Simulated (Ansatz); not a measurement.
## TaGa3: do energies and stresses tell the same story?

All numbers below come from Ansatz 0.2.0, DFT PBEsol, scalar-relativistic, plane waves, PAW.

Plane waves to 420 eV, a k mesh through Γ of 16×16×16 on the computed 4-atom cell and Gaussian smearing (0.10 eV); no spin polarisation.

Relaxed cell: I4/mmm, a = 3.776 Å, b = 3.776 Å, c = 8.636 Å, α = 90.00°, β = 90.00°, γ = 90.00°, 4 atoms in the primitive cell. Whether it is the stable form of this composition wasn't checked.

Energies at zero smearing and pressures from the stress tensor, at volumes with shape and atoms relaxed:
| V (Å³/atom) | E − E(first) (meV/atom) | P (GPa) |
| --- | --- | --- |
| 13.546 | 0.00 | 24.32 |
| 14.008 | -58.65 | 16.61 |
| 14.469 | -96.83 | 10.09 |
| 14.931 | -117.73 | 4.61 |
| 15.393 | -124.14 | 0.00 |
| 15.855 | -118.36 | -3.88 |
| 16.316 | -102.26 | -7.17 |
| 16.932 | -67.49 | -10.74 |

Task: Check P = −dE/dV between neighbouring volumes, and get the bulk modulus from the pressures alone.

Result: With 1 eV/Å³ = 160.2 GPa:
```json
{"middle V (Å³/atom)": "13.777", "−ΔE/ΔV (GPa)": "20.347", "mean P (GPa)": "20.464"}
{"middle V (Å³/atom)": "14.238", "−ΔE/ΔV (GPa)": "13.249", "mean P (GPa)": "13.350"}
{"middle V (Å³/atom)": "14.700", "−ΔE/ΔV (GPa)": "7.250", "mean P (GPa)": "7.350"}
{"middle V (Å³/atom)": "15.162", "−ΔE/ΔV (GPa)": "2.223", "mean P (GPa)": "2.305"}
{"middle V (Å³/atom)": "15.624", "−ΔE/ΔV (GPa)": "-2.004", "mean P (GPa)": "-1.939"}
{"middle V (Å³/atom)": "16.086", "−ΔE/ΔV (GPa)": "-5.587", "mean P (GPa)": "-5.529"}
{"middle V (Å³/atom)": "16.624", "−ΔE/ΔV (GPa)": "-9.048", "mean P (GPa)": "-8.958"}
```

The two differ by 0.12 GPa at most. The mean of two end pressures misses the average over a step by about ΔV² P″/12, up to 0.11 GPa here; with that taken off 0.03 GPa remains. The stress is the derivative of the free energy, not of the energy at zero smearing, and with free energies 0.01 GPa remains. Around V = 15.393 Å³/atom, the two neighbours give B = −V ΔP/ΔV = 15.393 × 8.49 / 0.924 = 141.5 GPa, against B0 = 141.1 GPa from the Birch–Murnaghan fit of the energies.

Spin–orbit coupling is left out, which can shift energies with elements as heavy as these.

Cost: 9 runs of about 20 core-minutes in all, on Arm Neoverse V2 (shared hosts).